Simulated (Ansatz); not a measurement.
# Two states of EuHgBi2O4

```yaml
crystal:
  lattice:
    - [3.78262, 0.00000, 0.00000]
    - [0.00000, 3.78262, 0.00000]
    - [0.00000, 0.00000, 9.21774]
  atoms:
    - { symbol: Bi, position: [0.50000, 0.50000, 0.73920] }
    - { symbol: Bi, position: [0.50000, 0.50000, 0.26080] }
    - { symbol: Eu, position: [0.00000, 0.00000, 0.00000] }
    - { symbol: Hg, position: [0.00000, 0.00000, 0.50000] }
    - { symbol: O, position: [0.50000, 0.00000, 0.85400] }
    - { symbol: O, position: [0.00000, 0.50000, 0.85400] }
    - { symbol: O, position: [0.50000, 0.00000, 0.14600] }
    - { symbol: O, position: [0.00000, 0.50000, 0.14600] }
```

The numbers come from plane-wave PAW DFT (Ansatz): PBE, with U_eff = 2.68 eV on Eu f (all-electron-ortho-atomic projectors), 420 eV, 6×6×3 Γ-centred k points, cold occupations (width 0.0145 eV). Nothing was relaxed.

State A: no moments (no spin polarisation). State B: Eu3 up (collinear spin).

Q: Which state is lower, and how do they differ?

A: State B is lower by 791.9 meV an atom at zero smearing.

```json
{"state": "A", "free energy (meV/atom)": "791.9", "largest moment in a small sphere (μB)": "0.00", "net moment (μB/cell)": "0.00", "gap on mesh (eV)": "metal", "pressure (GPa)": "16.8", "largest force (eV/Å)": "2.49"}
{"state": "B", "free energy (meV/atom)": "0.0", "largest moment in a small sphere (μB)": "6.08", "net moment (μB/cell)": "6.46", "gap on mesh (eV)": "metal", "pressure (GPa)": "18.1", "largest force (eV/Å)": "1.95"}
```

Origin: a known structure type with other elements, at an estimated volume, so it need not be a known compound. Caveats: another magnetic order, which this cell may not hold, can open a gap; atoms or cell far from equilibrium; open f shell without moments; odd electron count without spin polarisation, so a magnetic state may lie lower.
